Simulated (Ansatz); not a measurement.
In3Co:
```
In3Co
1.0
    6.80599     0.00000     0.00000
    0.00000     6.80599     0.00000
    0.00000     0.00000     7.07567
In Co
12 4
Direct
  0.50000   0.00000   0.00000
  0.50000   0.00000   0.50000
  0.00000   0.50000   0.50000
  0.00000   0.50000   0.00000
  0.65407   0.65407   0.25795
  0.34593   0.34593   0.74205
  0.84593   0.15407   0.75795
  0.15407   0.84593   0.24205
  0.34593   0.34593   0.25795
  0.65407   0.65407   0.74205
  0.15407   0.84593   0.75795
  0.84593   0.15407   0.24205
  0.84715   0.84715   0.00000
  0.15285   0.15285   0.00000
  0.65285   0.34715   0.50000
  0.34715   0.65285   0.50000
```

Relaxed with r²SCAN. Special points in fractions of this cell's reciprocal vectors: Γ (0.000, 0.000, 0.000); X (0.000, 0.500, 0.000); M (0.500, 0.500, 0.000); Z (0.000, 0.000, 0.500); R (0.000, 0.500, 0.500); A (0.500, 0.500, 0.500).

**Question.** List the band energies nearest the Fermi level at these points for plane-wave PAW r²SCAN (Ansatz code).

**Answer.** In eV from the Fermi level; about four levels below and three above (degenerate sets whole), none deeper than 8.9 eV; points with the same levels are listed once.

```tsv
k	below	above
Γ	-0.29 -0.28 -0.28 -0.05	0.87 0.93 1.57 1.57
X	-0.98 -0.98 -0.33 -0.33	0.17 0.17 0.38 0.38
M	-0.95 -0.95 -0.26 -0.26	0.64 0.64 1.66 1.66
Z	-1.09 -1.09 -1.09 -1.09 -0.30 -0.30	0.22 0.22 0.32 0.32
R	-0.84 -0.84 -0.26 -0.26	0.18 0.18 0.82 0.82
A	-1.02 -1.02 -0.63 -0.63	0.29 0.29 0.67 0.67
```

Space group P4_2/mnm. The workflow started from a Materials Project entry (that database holds measured and hypothetical structures alike); the Crystallography Open Database files this formula in space group No. 136, but the cells were not matched. Whether it is the stable phase at ambient conditions was not checked. The r²SCAN relaxation kept the symmetry of its start; its stability against distortions is not shown here. No spin polarisation was allowed. Scalar-relativistic: spin–orbit coupling is off unless named, which matters more the heavier the elements.

Potentials: the later of the program's two PAW sets.
